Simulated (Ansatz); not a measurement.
Data:

Ru$_{2}$C:
Space group P-3m1 (No. 164); a = b = 2.7700 Å, c = 4.9650 Å, α = β = 90.00°, γ = 120.00°

```csv
atom,site,symmetry,x,y,z
C,1a,-3m.,0.0000,0.0000,0.0000
Ru,2d,3m.,0.3333,0.6667,0.2663
```

This is the PBEsol-relaxed structure.

Task: All from PBEsol in the plane-wave PAW code Ansatz, unless another level is named. Predict the electronic character.

Result: metallic (no gap).

Task: And the formation energy from the elements (no fitted shifts)?

Result: 463 meV/atom.

Task: Next, the density of states at the Fermi level?

Result: 0.94 states/eV per atom (mean over ±0.08 eV).

Task: And the gap with spin–orbit coupling?

Result: none (metallic).

A made-up cell: these elements were put on the sites of a structure type; neither database checked (COD, Materials Project) lists it. Whether it is the stable phase at ambient conditions was not checked. Symmetry was held in the PBEsol relaxation; its stability against distortions is not shown here. The run is not spin-polarised. The references are the lowest solids computed at this level, not always the standard phases. Spin–orbit coupling is left out wherever it is not named.

Potentials: the earlier of the program's two PAW sets. The files were generated under PBE; for other functionals the program regenerates the frozen cores, and for LDA and PBEsol the local potential too.
